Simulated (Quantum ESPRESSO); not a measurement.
TaTi3NO7, finding a planted mistake in a log

A calculation, not a measurement. The program is pw.x of Quantum ESPRESSO 7.5 (plane-wave density functional theory). The cell is made up: 12 atoms on a fluorite lattice, with randomly drawn elements, strain and displacements, not relaxed. PseudoDojo standard norm-conserving files (v0.5 for PBE, v0.4.1 for LDA and PBEsol) set the functional; there is no spin polarisation, spin-orbit coupling or dispersion term, and the masses in the input are unused placeholders.

Intended input:

```
&control calculation='scf', pseudo_dir='./dojo.nc.sr.pbe.v0_5.standard.upf', outdir='./o', disk_io='low', tprnfor=.true., tstress=.true. /
&system ibrav=0, nat=12, ntyp=4, nbnd=54, ecutwfc=84.00895049, nosym=.true., tot_charge=0,
 occupations='smearing', smearing='fd', degauss=0.0018374661
/
&electrons conv_thr=7.350e-09, electron_maxstep=60, /
ATOMIC_SPECIES
N 1.0 N.upf
O 1.0 O.upf
Ta 1.0 Ta.upf
Ti 1.0 Ti.upf
CELL_PARAMETERS angstrom
4.7651 0.0 0.0
0.0 4.7651 0.0
0.0 0.0 4.7651
ATOMIC_POSITIONS angstrom
Ta -0.0248 -0.0457 -0.0208
Ti -0.0244 2.3662 2.4194
Ti 2.4022 -0.0612 2.4223
Ti 2.3847 2.3926 -0.0257
N 1.1978 1.1523 1.1289
O 1.1781 1.1673 3.5178
O 1.1321 3.6171 1.2117
O 1.101 3.6015 3.5135
O 3.5951 1.1587 1.1106
O 3.5672 1.0915 3.573
O 3.5718 3.639 1.2808
O 3.5566 3.6216 3.593
K_POINTS automatic
5 5 5 1 1 1
```

The log is shortened where brackets say so; the opening notice, blank lines, dates and the lines on written files are dropped, and the path of the files is cut. It prints rydbergs, bohrs and kilobars, and counts compression as positive stress. Where no state is partly filled, the Fermi energy that it prints is only some level between the filled and the empty states on the mesh, and need not lie in the true gap.

Log of the intended run:

```
     Program PWSCF v.7.5
     Parallel version (MPI & OpenMP), running on       4 processor cores
     Number of MPI processes:                 4
     Threads/MPI process:                     1
     [start-up lines left out]
     bravais-lattice index     =            0
     lattice parameter (alat)  =       9.0047  a.u.
     unit-cell volume          =     730.1510 (a.u.)^3
     number of atoms/cell      =           12
     number of atomic types    =            4
     number of electrons       =        96.00
     number of Kohn-Sham states=           54
     kinetic-energy cutoff     =      84.0090  Ry
     charge density cutoff     =     336.0358  Ry
     scf convergence threshold =      7.3E-09
     mixing beta               =       0.7000
     number of iterations used =            8  plain     mixing
     Exchange-correlation= PBE
                           (   1   4   3   4   0   0   0)
     [axes and pseudopotential details left out]
   Cartesian axes
     site n.     atom                  positions (alat units)
         1        Ta     tau(   1) = (  -0.0052045  -0.0095906  -0.0043651  )
         2        Ti     tau(   2) = (  -0.0051206   0.4965688   0.5077333  )
         3        Ti     tau(   3) = (   0.5041237  -0.0128434   0.5083419  )
         4        Ti     tau(   4) = (   0.5004512   0.5021091  -0.0053934  )
         5        N      tau(   5) = (   0.2513693   0.2418207   0.2369100  )
         6        O      tau(   6) = (   0.2472351   0.2449686   0.7382426  )
         7        O      tau(   7) = (   0.2375816   0.7590817   0.2542864  )
         8        O      tau(   8) = (   0.2310550   0.7558079   0.7373402  )
         9        O      tau(   9) = (   0.7544648   0.2431638   0.2330696  )
        10        O      tau(  10) = (   0.7486097   0.2290613   0.7498269  )
        11        O      tau(  11) = (   0.7495750   0.7636776   0.2687876  )
        12        O      tau(  12) = (   0.7463852   0.7600260   0.7540240  )
     number of k points=    63  Fermi-Dirac smearing, width (Ry)=  0.0018
                       cart. coord. in units 2pi/alat
        k(    1) = (   0.1000000   0.1000000   0.1000000), wk =   0.0320000
        k(    2) = (   0.1000000   0.1000000   0.3000000), wk =   0.0320000
     [further k points left out]
     Dense  grid:    76117 G-vectors     FFT dimensions: (  54,  54,  54)
     Estimated max dynamical RAM per process >     255.32 MB
     Estimated total dynamical RAM >     965.55 MB
     Initial potential from superposition of free atoms
     starting charge      95.9943, renormalised to      96.0000
     Starting wfcs are   72 randomized atomic wfcs
     total cpu time spent up to now is        7.3 secs
     per-process dynamical memory:   203.2 Mb
     Self-consistent Calculation
     iteration #  1     ecut=    84.01 Ry     beta= 0.70
     Davidson diagonalization with overlap
     ethr =  1.00E-02,  avg # of iterations =  2.0
     total cpu time spent up to now is       20.1 secs
     total energy              =    -736.33320710 Ry
     estimated scf accuracy    <       6.02622449 Ry
     iteration #  2     ecut=    84.01 Ry     beta= 0.70
     Davidson diagonalization with overlap
     ethr =  6.28E-03,  avg # of iterations =  6.2
     total cpu time spent up to now is       44.6 secs
     total energy              =    -729.45511795 Ry
     estimated scf accuracy    <      70.95206685 Ry
     [iterations 3 to 22 left out]
     iteration # 23     ecut=    84.01 Ry     beta= 0.70
     Davidson diagonalization with overlap
     ethr =  2.64E-11,  avg # of iterations =  5.7
     total cpu time spent up to now is      375.0 secs
     total energy              =    -739.55468304 Ry
     estimated scf accuracy    <          9.0E-09 Ry
     iteration # 24     ecut=    84.01 Ry     beta= 0.70
     Davidson diagonalization with overlap
     ethr =  9.40E-12,  avg # of iterations =  5.4
     total cpu time spent up to now is      390.1 secs
     End of self-consistent calculation
     [lines on levels left out]
     the Fermi energy is    14.8802 ev
!    total energy              =    -739.55468304 Ry
     estimated scf accuracy    <          1.8E-09 Ry
     smearing contrib. (-TS)   =      -0.00000000 Ry
     internal energy E=F+TS    =    -739.55468304 Ry
     The total energy is F=E-TS. E is the sum of the following terms:
     one-electron contribution =    -143.10244882 Ry
     hartree contribution      =     131.72546135 Ry
     xc contribution           =    -147.39262561 Ry
     ewald contribution        =    -580.78506996 Ry
     convergence has been achieved in  24 iterations
     Forces acting on atoms (cartesian axes, Ry/au):
     atom    1 type  3   force =     0.07763893    0.08640650    0.09161573
     atom    2 type  4   force =     0.06017641   -0.06888494   -0.08334025
     atom    3 type  4   force =    -0.06863687    0.07620720   -0.07823551
     atom    4 type  4   force =    -0.07133945   -0.08701094    0.08176318
     atom    5 type  1   force =     0.02595872    0.06615557    0.01316794
     atom    6 type  2   force =     0.00729761    0.03986905    0.00530875
     atom    7 type  2   force =     0.03803985   -0.06656871   -0.02116970
     atom    8 type  2   force =     0.05318254   -0.04437592    0.01674998
     atom    9 type  2   force =    -0.03107215    0.06990027    0.04042484
     atom   10 type  2   force =    -0.02142964    0.09242216   -0.04483662
     atom   11 type  2   force =    -0.02263088   -0.06298667   -0.03363419
     atom   12 type  2   force =    -0.04718508   -0.10113358    0.01218586
     Total force =     0.358042     Total SCF correction =     0.000094
     Computing stress (Cartesian axis) and pressure
          total   stress  (Ry/bohr**3)                   (kbar)     P=      248.15
   0.00168086  -0.00011985   0.00014942          247.26      -17.63       21.98
  -0.00011985   0.00170520   0.00008569          -17.63      250.84       12.61
   0.00014942   0.00008569   0.00167463           21.98       12.61      246.35
     init_run     :      6.85s CPU      7.13s WALL (       1 calls)
     electrons    :    381.29s CPU    382.86s WALL (       1 calls)
     forces       :      2.42s CPU      2.44s WALL (       1 calls)
     stress       :      9.40s CPU      9.40s WALL (       1 calls)
     [timing details left out]
     PWSCF        :   6m40.18s CPU   6m42.18s WALL
     JOB DONE.
```

A second run was made from an input with one planted mistake. Its log:

```
     Program PWSCF v.7.5
     Parallel version (MPI & OpenMP), running on       4 processor cores
     Number of MPI processes:                 4
     Threads/MPI process:                     1
     [start-up lines left out]
     bravais-lattice index     =            0
     lattice parameter (alat)  =       9.0047  a.u.
     unit-cell volume          =     730.1510 (a.u.)^3
     number of atoms/cell      =           12
     number of atomic types    =            4
     number of electrons       =        96.00
     number of Kohn-Sham states=           54
     kinetic-energy cutoff     =      84.0090  Ry
     charge density cutoff     =     336.0358  Ry
     scf convergence threshold =      7.3E-09
     mixing beta               =       0.7000
     number of iterations used =            8  plain     mixing
     Exchange-correlation= PBE
                           (   1   4   3   4   0   0   0)
     [axes and pseudopotential details left out]
   Cartesian axes
     site n.     atom                  positions (alat units)
         1        Ta     tau(   1) = (  -0.0052045  -0.0095906  -0.0043651  )
         2        Ti     tau(   2) = (  -0.0051206   0.4965688   0.5077333  )
         3        Ti     tau(   3) = (   0.5041237  -0.0128434   0.5083419  )
         4        Ti     tau(   4) = (   0.5004512   0.5021091  -0.0053934  )
         5        O      tau(   5) = (   0.2513693   0.2418207   0.2369100  )
         6        N      tau(   6) = (   0.2472351   0.2449686   0.7382426  )
         7        O      tau(   7) = (   0.2375816   0.7590817   0.2542864  )
         8        O      tau(   8) = (   0.2310550   0.7558079   0.7373402  )
         9        O      tau(   9) = (   0.7544648   0.2431638   0.2330696  )
        10        O      tau(  10) = (   0.7486097   0.2290613   0.7498269  )
        11        O      tau(  11) = (   0.7495750   0.7636776   0.2687876  )
        12        O      tau(  12) = (   0.7463852   0.7600260   0.7540240  )
     number of k points=    63  Fermi-Dirac smearing, width (Ry)=  0.0018
                       cart. coord. in units 2pi/alat
        k(    1) = (   0.1000000   0.1000000   0.1000000), wk =   0.0320000
        k(    2) = (   0.1000000   0.1000000   0.3000000), wk =   0.0320000
     [further k points left out]
     Dense  grid:    76117 G-vectors     FFT dimensions: (  54,  54,  54)
     Estimated max dynamical RAM per process >     255.32 MB
     Estimated total dynamical RAM >     965.55 MB
     Initial potential from superposition of free atoms
     starting charge      95.9943, renormalised to      96.0000
     Starting wfcs are   72 randomized atomic wfcs
     total cpu time spent up to now is        7.6 secs
     per-process dynamical memory:   197.7 Mb
     Self-consistent Calculation
     iteration #  1     ecut=    84.01 Ry     beta= 0.70
     Davidson diagonalization with overlap
     ethr =  1.00E-02,  avg # of iterations =  2.0
     total cpu time spent up to now is       20.3 secs
     total energy              =    -736.38409673 Ry
     estimated scf accuracy    <       5.99105195 Ry
     iteration #  2     ecut=    84.01 Ry     beta= 0.70
     Davidson diagonalization with overlap
     ethr =  6.24E-03,  avg # of iterations =  6.5
     total cpu time spent up to now is       44.5 secs
     total energy              =    -729.47720176 Ry
     estimated scf accuracy    <      69.81375139 Ry
     [iterations 3 to 22 left out]
     iteration # 23     ecut=    84.01 Ry     beta= 0.70
     Davidson diagonalization with overlap
     ethr =  1.72E-11,  avg # of iterations =  6.7
     total cpu time spent up to now is      400.5 secs
     total energy              =    -739.57399732 Ry
     estimated scf accuracy    <       0.00000001 Ry
     iteration # 24     ecut=    84.01 Ry     beta= 0.70
     Davidson diagonalization with overlap
     ethr =  1.07E-11,  avg # of iterations =  4.1
     total cpu time spent up to now is      420.9 secs
     End of self-consistent calculation
     [lines on levels left out]
     the Fermi energy is    14.7268 ev
!    total energy              =    -739.57399732 Ry
     estimated scf accuracy    <          8.2E-10 Ry
     smearing contrib. (-TS)   =      -0.00000000 Ry
     internal energy E=F+TS    =    -739.57399732 Ry
     The total energy is F=E-TS. E is the sum of the following terms:
     one-electron contribution =    -142.52491770 Ry
     hartree contribution      =     131.42964838 Ry
     xc contribution           =    -147.39142756 Ry
     ewald contribution        =    -581.08730044 Ry
     convergence has been achieved in  24 iterations
     Forces acting on atoms (cartesian axes, Ry/au):
     atom    1 type  3   force =     0.07776826    0.08450670    0.02161987
     atom    2 type  4   force =     0.06397687   -0.07560777   -0.00323198
     atom    3 type  4   force =    -0.07204280    0.07556152   -0.00812966
     atom    4 type  4   force =    -0.06805838   -0.08475602   -0.00347703
     atom    5 type  2   force =     0.01844350    0.04893920    0.01664288
     atom    6 type  1   force =     0.01304049    0.05963128    0.00782159
     atom    7 type  2   force =     0.03919728   -0.06461163   -0.02734490
     atom    8 type  2   force =     0.05309711   -0.04440566    0.01724412
     atom    9 type  2   force =    -0.02857213    0.07365919    0.03752631
     atom   10 type  2   force =    -0.02595231    0.08734339   -0.04324745
     atom   11 type  2   force =    -0.02621973   -0.05809216   -0.03301039
     atom   12 type  2   force =    -0.04467815   -0.10216803    0.01758665
     Total force =     0.316758     Total SCF correction =     0.000099
     Computing stress (Cartesian axis) and pressure
          total   stress  (Ry/bohr**3)                   (kbar)     P=      243.93
   0.00164718  -0.00007889   0.00007339          242.31      -11.61       10.80
  -0.00007889   0.00168034   0.00005896          -11.61      247.19        8.67
   0.00007339   0.00005896   0.00164719           10.80        8.67      242.31
     init_run     :      7.10s CPU      7.42s WALL (       1 calls)
     electrons    :    411.52s CPU    413.36s WALL (       1 calls)
     forces       :      2.56s CPU      2.58s WALL (       1 calls)
     stress       :      9.89s CPU      9.90s WALL (       1 calls)
     [timing details left out]
     PWSCF        :   7m11.32s CPU   7m13.58s WALL
     JOB DONE.
```

Question: what was wrong in the second input?

Answer: two atoms have their elements exchanged. The input lines that differ, file-writing options aside:

```
- N 1.1978 1.1523 1.1289
+ O 1.1978 1.1523 1.1289
- O 1.1781 1.1673 3.5178
+ N 1.1781 1.1673 3.5178
```

```
                                            intended run  run with the mistake
                          free energy (eV)    -10062.154            -10062.417
                    smearing term -TS (eV)        0.0000                0.0000
                            pressure (GPa)         24.82                 24.39
            largest force component (eV/Å)         2.600                 2.627
largest change of a force component (eV/Å)                               2.192
                                iterations            24                    24
```

For scale, a rerun of the intended cell at a cutoff of 1437 eV and k mesh 7 x 7 x 7 moved values by no more than 0.002 eV in energy, 0.06 GPa in stress and 0.009 eV/Å in force.